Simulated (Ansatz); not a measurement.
PtS₂ (CdI2 type)

```
CELL_PARAMETERS angstrom
      3.58361     0.00000     0.00000
     -1.79180     3.10349     0.00000
      0.00000     0.00000     4.65640
ATOMIC_POSITIONS crystal
  Pt 0.00000 0.00000 0.00000
  S  0.66667 0.33333 0.25900
  S  0.33333 0.66667 0.74100
```

The slice is a (0001) plane (indices of the conventional cell) through the point (0.333, 0.667, 0.741) (fractional), spanned by u = [110] and v = [1 -1 0] in vectors of this cell: u (3.58 Å) and v (6.21 Å, at 90° to u). It covers one period; positions are fractions (u, v).

All values below come from PBE-D3(BJ) (plane waves to 420 eV, PAW, scalar-relativistic; Ansatz, a program for electronic structure). k mesh 15×15×10. These are valence fields of a PAW run, semicore shells included where kept as valence: close to a nucleus they are smooth pseudo fields. At this level the bands of PtS2 touch or barely overlap; measurements give the solid a gap. PtS2 is run without spin polarisation. PtS2 was relaxed with its symmetry unable to fall. Spin-orbit coupling is left out, though Pt is heavy.

Question: Sketch the valence electron density on this plane as a map.

Answer: 
```
|%@@@@%#***#%@@@@|
|@@@@%#**+**#%@@@|
|@@@%%#*+++*#%%@@|
|@@%%#*+++++*#%%@|
|%%%##*+++++*##%%|
|%%##**+++++**##%|
|%###*********###|
|%%#############%|
|%%#####%%%#####%|
|%%%%%%%@@@%%%%%%|
|%%%%%@@@@@@@%%%%|
|###%@@@@@@@@@%##|
|###%@@@@%@@@@%##|
|*##%@@@% %@@@%##|
|**#%@@@@%@@@@%#*|
|+**#%@@@@@@@%#**|
|++*#%%@@@@@%%#*+|
|+++*#%%@@@%%#*++|
|+++*##%%%%%##*++|
|+++**##%%%##**++|
|*****###%###****|
|#######%%%######|
|%%#####%%%#####%|
|@@%%%%%%%%%%%%%@|
|@@@@%%%%%%%%%@@@|
|@@@@@%#####%@@@@|
|%@@@@%#####%@@@@|
| %@@@%##*##%@@@%|
```
Scale: ten equal steps from -3.00 (start of ' ') to 0.06 (end of '@'), in the order ' .:-=+*#%@'. Values: log₁₀ of the valence density in e/Å³. The map has 16 points along u (one character each, u = 0 at the left) and 28 along v (v = 0 in the bottom row). The scale is logarithmic, as a density can span decades between atoms and voids; values under 0.001 e/Å³ are set to 0.001.
